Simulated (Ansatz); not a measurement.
Values for one crystal, relaxed and computed with DFT-r²SCAN in the program Ansatz with PAW potentials; other levels are named.

| Item | Value |
|---|---|
| Volume per atom | 17.30 Å³ |
| Electronic character | metallic (no gap) |
| Density of states at the Fermi level | 0.46 states/eV per atom (mean over ±0.08 eV) |
| Bulk modulus (Birch–Murnaghan fit) | 163 GPa |
| Formation energy from the elements (no fitted shifts) | 0.41 eV/atom |
| Pressure derivative B′ | 5.1 |

Problem. Pick the material that matches.
A. ZrTa, Cmcm (Zr on 4c, Ta on 4c)
B. TaGa3, Cu3Au type
C. TaAg, Pmma (Ag on 2e, Ta on 2f)
D. AlAg, rock salt

Solution. C, TaAg, Pmma (Ag on 2e, Ta on 2f)

The start of the workflow was typed in or built on a structure type; neither database checked (COD, Materials Project) lists it. Whether it is the stable phase at ambient conditions was not checked. The cell was relaxed with r²SCAN under the symmetry of its start; whether a distortion lowers the energy is not shown. The run is not spin-polarised. Its formation energy is positive at this level, so the cell may be metastable or incomplete. The references are the lowest solids computed at this level, not always the standard phases. Scalar-relativistic: spin–orbit coupling is off unless named, which matters more the heavier the elements.

Potentials: the earlier of the program's two PAW sets.
